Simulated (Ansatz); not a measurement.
**P (Pm-3m): electronic heat capacity and spin susceptibility from the density of states**

These are results of DFT r2SCAN, scalar-relativistic, plane waves, PAW (Ansatz), not measurements.

Plane waves to 500 eV, a k mesh through Γ of 18×18×18 on the computed 1-atom cell and Gaussian smearing (0.10 eV); no spin polarisation.

Relaxed cell: Pm-3m, a = 2.437 Å, b = 2.437 Å, c = 2.437 Å, α = 90.00°, β = 90.00°, γ = 90.00°, 1 atom in the primitive cell. This simple cubic form isn't the element's structure at ambient conditions.

The density of states at the Fermi level is 0.289 states/eV in the cell of 1 atom (1 formula unit; both spins, tetrahedra on a 27×27×27 mesh).

**Question.** What Sommerfeld coefficient and Pauli susceptibility does this give?

**Answer.** Per formula unit N(E_F) = 0.289 states/eV. γ = (π²/3) k_B² N(E_F) N_A = 2.357 mJ/(mol K²) per state/eV, so γ = 0.7 mJ/(mol K²), a mole of formula units. χ_P = μ_B² N(E_F) N_A = 3.23×10⁻⁵ emu/mol per state/eV gives 0.9×10⁻⁵ emu/mol. This is the bare band result: a measured γ of the same phase is as a rule larger by a factor 1 + λ from phonons and spin fluctuations, the spin part of χ is larger by the Stoner factor, and a measured χ also holds orbital and core terms. N(E_F) at one energy is sensitive to the mesh where the density of states has sharp peaks.

Cost: 1 run of about 0.25 core-minutes, on Intel Xeon Platinum 8259CL (Skylake/Cascade Lake) (shared hosts).